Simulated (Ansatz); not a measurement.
Ge in space group P6_3/mmc (No. 194; Ge on 4f) at seven volumes, PBEsol (plane waves, PAW; program Ansatz), shape and atoms relaxed at each. One row is withheld.

```csv
V (Å³/atom),P (GPa)
20.762,7.96
21.447,4.83
22.131,2.19
22.816,0.00
23.500,?
24.185,-3.45
24.869,-4.76
```

Task: Fit the shown pressures and predict the withheld one.

Result: P = (3/2)B₀(x^(7/2) − x^(5/2))[1 + (3/4)(B′ − 4)(x − 1)] with x = (V₀/V)^(2/3). Least squares on the six rows gives V₀ = 22.812 Å³/atom, B₀ = 67.6 GPa, B′ = 4.73. At V = 23.500, x = 0.9804 and P = -1.87 GPa. The run itself gave -1.87 GPa.

The first step of the workflow began from a Materials Project structure, measured or hypothetical; the Crystallography Open Database copy checked does not list it. It is not the phase usual at ambient conditions (space group No. 227). The PBEsol relaxation kept the symmetry of its start; its stability against distortions is not shown here.

Potentials: the later of the program's two PAW sets.
